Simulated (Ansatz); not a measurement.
An Ansatz input:

```yaml
crystal:
  lattice:
    - [4.3133333672, 0.0, 0.0]
    - [-2.1566666836, 3.735456271, 0.0]
    - [0.0, 0.0, 7.1017347184]
  atoms:
    - { symbol: Sr, position: [0.3333333333, 0.6666666667, 0.25] }
    - { symbol: Sr, position: [0.6666666667, 0.3333333333, 0.75] }
hamiltonian:
  xc: r2scan
  pseudopotentials:
    kind: paw_fr
    azcp:
      Sr: "pseudopotentials/Sr.paw.azcp"
basis:
  ecutwfc: 500
  fft_grid_basis: typed
kpoints:
  mp_grid: { grid: [9, 9, 5], shift: [0, 0, 0] }
magnetization:
  noncollinear: true
  spin_orbit: true
scf:
  occupations: { method: fermi_dirac, width: 0.1 }
output:
  write_density: true
  write_potential: true
  elf: true
  volumetric_format: npy
```

and its output:

```
Engine: ansatz 0.2.0, x86_64-unknown-linux-gnu
Pseudopotentials: kind: paw_fr
Pseudopotential: Sr, paw_fr, valence charge 10, recommended cutoff 500 eV (meta_gga) 
Functional definition: r2SCAN
  parameter k0 = 0.174
  parameter k1 = 0.065
  parameter a1 = 4.9479
  exchange = r2scan_x(k0 = k0, k1 = k1, a1 = a1)
  correlation = r2scan_c
non-collinear run that drives no moment, with spin-orbit: no starting moment large enough to seed its density (crystal.atoms[].spin), no starting occupations that ask for one, no magnetisation constraint and no magnetic field, so the semilocal B_xc is pinned to zero
Crystal: 2 atoms, lattice volume = 114.425 Å³
Basis set: ecut = 500 eV, 2875 PW (Γ), exchange–correlation on 128×128×216 points (64 copies of the dense FFT grid, shifted against one another)
Bands: 28, of which v1, the nominal top of the filled ones, is band 20 counted from 1 (19 counted from 0)
Symmetry: 24 space group operations + 24 with time reversal
Magnetic group: BNS 194.264 (UNI 1494), of the structure as read, at distance tolerance 4.9e-5 Å
k-points: 36 of 405
Projection manifold: j_resolved (fully-relativistic pseudo-atomic orbitals)
Non-local potential: Sr, projectors of the file, l = 0: 3, l = 1: 4, l = 2: 4
PAW form: soft (Blöchl's): semilocal exchange-correlation on the pseudo side does not see the compensation charge
PAW frozen core: Sr, regenerated for the run's functional (the file was generated under x = pbe(κ = 0.804, μ = 0.2195149727645171), c = pbe(β = 0.06672455060314922))
PAW one-centre angular grid: Sr, 302 points (default); XC on 160 Gauss nodes
Initial density: superposition of atomic densities (chi_scale 0.1, normalization cell)
Initial wavefunctions: pseudopotential atomic-orbital guess
Functional: x = r2scan, c = r2scan; τ floored in thin density (d = 2e-4 eV/Å³)
iter 1 solved again at ethr=2.42e-4 eV; its pass at ethr=3.10e-3 eV (dr2=4.85e-2 eV) is discarded
SCF iter   1: F=—  HF=-7101.422122 eV  |F-HF|=—  |Δ(HF+E_count)|=         —  Δρ=6.56e-3  dr2=4.79e-2  dr2_τ=9.15e-4  dr2_m=0.00e0 (ungated)  ethr=2.42e-4  |M|=0.00e0 ∫|m|=0.00e0 μB  |m|>n=0.0e0 m-floor=0.0e0 τ_xc=0.0e0  β_m=0.30  ⟨swp⟩=1.3  Hψ=4103  notcnv=0
spin=Noncollinear: Kerker preconditioning applied to the charge; magnetization (m_x, m_y, m_z) channels mix plain (no charge-response kernel on spin).
SCF iter   2: F=—  HF=-7101.523468 eV  |F-HF|=—  |Δ(HF+E_count)|=   1.01e-1  Δρ=5.50e-3  dr2=4.02e-2  dr2_τ=3.27e-4  dr2_m=0.00e0 (ungated)  ethr=2.40e-4  |M|=0.00e0 ∫|m|=0.00e0 μB  |m|>n=0.0e0 m-floor=0.0e0 τ_xc=0.0e0  β_m=0.35  ⟨swp⟩=3.0  Hψ=936  notcnv=0
SCF iter   3: F=—  HF=-7101.551435 eV  |F-HF|=—  |Δ(HF+E_count)|=   2.80e-2  Δρ=1.59e-3  dr2=5.77e-3  dr2_τ=1.08e-4  dr2_m=0.00e0 (ungated)  ethr=2.01e-4  |M|=0.00e0 ∫|m|=0.00e0 μB  |m|>n=0.0e0 m-floor=0.0e0 τ_xc=0.0e0  β_m=0.62  ⟨swp⟩=2.9  Hψ=908  notcnv=0
SCF iter   4: F=—  HF=-7101.554885 eV  |F-HF|=—  |Δ(HF+E_count)|=   3.45e-3  Δρ=6.84e-4  dr2=8.69e-4  dr2_τ=2.61e-6  dr2_m=0.00e0 (ungated)  ethr=2.88e-5  |M|=0.00e0 ∫|m|=0.00e0 μB  |m|>n=0.0e0 m-floor=0.0e0 τ_xc=0.0e0  β_m=0.77  ⟨swp⟩=2.7  Hψ=891  notcnv=0
SCF iter   5: F=—  HF=-7101.555149 eV  |F-HF|=—  |Δ(HF+E_count)|=   2.64e-4  Δρ=1.32e-4  dr2=3.48e-5  dr2_τ=6.08e-7  dr2_m=0.00e0 (ungated)  ethr=4.34e-6  |M|=0.00e0 ∫|m|=0.00e0 μB  |m|>n=0.0e0 m-floor=0.0e0 τ_xc=0.0e0  β_m=0.79  ⟨swp⟩=3.0  Hψ=871  notcnv=0
SCF iter   6: F=—  HF=-7101.555274 eV  |F-HF|=—  |Δ(HF+E_count)|=   1.24e-4  Δρ=3.43e-5  dr2=2.74e-6  dr2_τ=1.08e-8  dr2_m=0.00e0 (ungated)  ethr=1.74e-7  |M|=0.00e0 ∫|m|=0.00e0 μB  |m|>n=0.0e0 m-floor=0.0e0 τ_xc=0.0e0  β_m=0.89  ⟨swp⟩=2.5  Hψ=778  notcnv=0
SCF iter   7: F=—  HF=-7101.555274 eV  |F-HF|=—  |Δ(HF+E_count)|=   3.76e-7  Δρ=8.52e-6  dr2=2.04e-7  dr2_τ=2.12e-9  dr2_m=0.00e0 (ungated)  ethr=1.37e-8  |M|=0.00e0 ∫|m|=0.00e0 μB  |m|>n=0.0e0 m-floor=0.0e0 τ_xc=0.0e0  β_m=0.95  ⟨swp⟩=3.0  Hψ=916  notcnv=0
SCF iter   8: F=-7101.555274 eV  HF=-7101.555274 eV  |F-HF|=1.51e-9  |Δ(HF+E_count)|=   2.27e-8  Δρ=2.34e-6  dr2=6.43e-9  dr2_τ=1.31e-10  dr2_m=0.00e0 (ungated)  ethr=5.00e-10  |M|=0.00e0 ∫|m|=0.00e0 μB  |m|>n=0.0e0 m-floor=0.0e0 τ_xc=0.0e0  ⟨swp⟩=4.9  Hψ=1652  notcnv=0
SCF 1 converged in 8 iterations: F = -7101.555274 eV  dr2 = 6.43e-9
SCF converged after 8 iterations
Magnetization: |M| = 0.0000 μB,  M = (+0.0000, +0.0000, +0.0000) μB
Absolute magnetization: 0.0000 μB (∫|m|)
  site 0: m = (+0.0000, +0.0000, +0.0000) μB, |m| = 0.0000 μB  (R = 1.78 Å)
  site 1: m = (+0.0000, +0.0000, +0.0000) μB, |m| = 0.0000 μB  (R = 1.78 Å)
Free energy (F): -7101.555274 eV
Harris-Foulkes:  -7101.555274 eV  (|F-HF|=1.51e-9)
Internal energy: -7101.467678 eV  (E = F + TS)
E sigma→0 (E₀):  -7101.511476 eV
Entropy (-TS):   -0.087596 eV (-43.798 meV/atom)
Fermi energy:    4.817892 eV
--- Per-component energies (eV) ---
  E_band       = -292.976508
  E_kinetic    = 483.273379
  E_local      = -1561.920784  (includes V_loc(G=0)·N_el)
  E_nonlocal   = 404.245628
  E_hartree    = 397.116103
  E_xc         = -321.854704
  E_vxc        = -347.975110  (∫ρ·V_xc dr)
  E_paw        = -5422.737232  (= ΣΔE_a)
  E_vpaw       = -83.490512  (= ΣTr[D̂ρ^β])
  E_aug_tail   = -0.000001  (compensation charges beyond the density's cutoff)
  E_vtau       = 18.660835  (kinetic-family band-sum trace: ∫τ·v_τ [+ j·A + Jᵃ·Aᵃ] dr)
  E_ewald      = -1079.297825
  E_core_change = -0.292242  (= ΣΔE_core)
  E_smearing   = -0.087596  (= −TS)
  E_closure    = 0.000000  (closes the sum)
  Σ components = -7101.555274   (vs F -7101.555274, Δ=0.00e0)
--- Band table (eV; the first three rows and the last of 36) ---
  k-point 0: bands = ["-33.1777", "-33.1777", "-33.1654", "-33.1654", "-15.3083", "-15.3083", "-15.2387", "-15.2387", "-14.2091", "-14.2091", "-14.1089", "-14.1089", "-14.0841", "-14.0841", "-14.0787", "-14.0787", "1.0298", "1.0298", "3.7405", "3.7405", "4.6909", "4.6909", "7.4127", "7.4127", "7.4206", "7.4206", "7.4629", "7.4629"]
  k-point 1: bands = ["-33.1765", "-33.1765", "-33.1666", "-33.1666", "-15.3014", "-15.3014", "-15.2451", "-15.2451", "-14.1974", "-14.1974", "-14.1065", "-14.1065", "-14.0919", "-14.0919", "-14.0864", "-14.0864", "1.1913", "1.1913", "3.1853", "3.1853", "5.1766", "5.1766", "7.1782", "7.1782", "7.3817", "7.3817", "7.4193", "7.4193"]
  k-point 2: bands = ["-33.1735", "-33.1735", "-33.1697", "-33.1697", "-15.2835", "-15.2835", "-15.2620", "-15.2620", "-14.1659", "-14.1659", "-14.1257", "-14.1257", "-14.1003", "-14.1003", "-14.0927", "-14.0927", "1.6556", "1.6556", "2.3608", "2.3608", "5.8913", "5.8913", "6.5979", "6.5979", "7.3831", "7.3831", "7.4171", "7.4171"]
  k-point 35: bands = ["-33.1616", "-33.1616", "-33.1616", "-33.1616", "-15.3253", "-15.3253", "-15.3234", "-15.3234", "-14.2288", "-14.2288", "-14.2005", "-14.2005", "-14.1627", "-14.1627", "-14.1366", "-14.1366", "4.8579", "4.8579", "5.0082", "5.0082", "5.0421", "5.0421", "5.0636", "5.0636", "5.4894", "5.4894", "5.5124", "5.5124"]
```

Launched by

```sh
ansatz run input.yaml --threads 1 --pin off --max-ram 3584MiB --backend cpu --events-out ev --progress --plain --runs-dir out
```

On 1 thread of Intel(R) Xeon(R) Platinum 8259CL CPU @ 2.50GHz (Skylake/Cascade Lake) (shared host) this took about 63 s of wall time and 63 s of CPU time.
